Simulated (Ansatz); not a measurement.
## WSe2: stationary points along a deformation path

Computed with DFT LDA, scalar-relativistic, plane waves, PAW (Ansatz 0.2.0). Cutoff 420 eV, Γ-centred 12×12×2 k-points, Gaussian smearing of 0.05 eV. Spin–orbit coupling is left out, which matters for the heavy elements here. No spin polarisation. Energies are free energies at this smearing, counted from the undisturbed cell; pressure is positive in compression.

Reference structure (as given, not relaxed at this level; it stands at -2.1 GPa; this form isn't the usual structure):

```
W Se
1.0
     3.31794    0.00000    0.00000
    -1.65897    2.87342    0.00000
     0.00000    0.00000   16.65814
W Se
1 2
Direct
  0.00000 0.00000 0.00000
  0.33333 0.66667 0.09979
  0.33333 0.66667 0.90021
```

The cell holds layers and no dispersion correction was added, so their binding is poorly described.

At fixed volume and fractional coordinates, lengths along (0.000, 0.000, 1.000) are scaled against those across it; ρ is that ratio over its starting value. V = 52.939 Å³/atom. Δσ is the stress along the axis less the mean stress across it (compression positive).

```
    ρ  ΔE (meV/atom)  Δσ (GPa) space group
0.850          187.9      9.27        P-6m2
0.920           59.1      5.40        P-6m2
1.000            0.0      0.99        P-6m2
1.100           35.6     -4.46        P-6m2
1.200          172.6     -9.91        P-6m2
```

Problem. How does the stress give the slope of the energy, and where is the energy stationary?

Solution. Along the path d ln(length) is 2/3 d ln ρ on the axis and −1/3 d ln ρ across it, so dE/d ln ρ = −(2/3) V Δσ: the energy falls with ρ where Δσ is positive. Δσ vanishes or changes sign between ρ = 1.000 and 1.100, a minimum (near 1.02 by linear interpolation). Pairs of stationary points between two samples would go unseen, and could change a minimum read from distant neighbours into a maximum.

Problem. Integrate that slope from ρ = 1 to 0.850 by the trapezoid rule.

Solution. With V/N in Å³ and 1 eV/Å³ = 160.2 GPa the slopes at ρ = 1.000, 0.920, 0.850 are -218, -1189, -2042 meV/atom per unit of ln ρ. The steps add 58.6 + 127.8 = 186.5 meV/atom, against 187.9 from the energies; the trapezoid rule misses the curvature of the slope within each step.

Forces appear on the atoms along this scan, and letting them relax would lower the energy and soften the response. The gap closes along the scan, which can put kinks into the curve.